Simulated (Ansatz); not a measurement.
Cs3HSe2O8:
```xyz
14
Lattice="5.3026 3.0912 0.0000 -5.3026 3.0912 0.0000 -3.1065 0.0000 7.5743" Properties=species:S:1:pos:R:3 pbc="T T T"
Cs     1.9730     3.0912     2.9838
Cs    -5.0795     3.0912     4.5905
Cs     0.0000     0.0000     0.0000
H      0.0000     3.0912     0.0000
Se    -1.5935     3.0912     5.7688
Se    -1.5130     3.0912     1.8055
O      0.0228     3.0912     5.5528
O     -3.1293     3.0912     2.0215
O     -1.8965     3.0912     7.4482
O     -1.2100     3.0912     0.1261
O     -2.3067     1.7352     5.1906
O     -0.7998     4.4472     2.3837
O     -0.7998     1.7352     2.3837
O     -2.3067     4.4472     5.1906
```

Relaxed with LDA. Special points in fractions of this cell's reciprocal vectors: Γ (0.000, 0.000, 0.000); C (0.349, 0.349, 0.000); C2 (-0.349, 0.651, 0.000); Y2 (-0.500, 0.500, 0.000); M2 (-0.500, 0.500, 0.500); D (-0.300, 0.700, 0.500); D2 (0.300, 0.300, 0.500); A (0.000, 0.000, 0.500); L2 (0.000, 0.500, 0.500); V2 (0.000, 0.500, 0.000).

Question: List the band energies nearest the valence-band maximum at these points for LDA in the plane-wave PAW code Ansatz.

Answer: In eV from the valence-band maximum; about four levels below and three above (degenerate sets whole), none deeper than 8.9 eV; points with the same levels are listed once.

```
k                     below           above
--  -----------------------  --------------
Γ   -0.29 -0.20 -0.15 -0.08  4.02 4.90 6.36
C   -0.34 -0.33 -0.24 -0.03  5.12 5.30 6.77
Y2  -0.38 -0.28 -0.15 -0.15  5.11 5.35 6.63
M2  -0.32 -0.20 -0.14 -0.10  4.95 5.11 7.08
D   -0.34 -0.29 -0.17 -0.15  5.06 5.25 6.88
A   -0.21 -0.17 -0.11 -0.08  4.73 4.89 6.35
L2  -0.31 -0.28 -0.21 -0.16  5.07 5.17 6.82
V2   -0.36 -0.27 -0.24 0.00  5.00 5.07 6.96
```

Space group C2/m. The first step of the workflow began from a Materials Project structure, measured or hypothetical; the Crystallography Open Database files this formula in space group No. 12, but the cells were not matched. Its standing as an ambient phase is unchecked. The cell was relaxed with LDA under the symmetry of its start; of distortions, only those at the zone centre were tested, and some modes there are weakly imaginary. Spin–orbit coupling is left out wherever it is not named.

Potentials: the later of the program's two PAW sets.
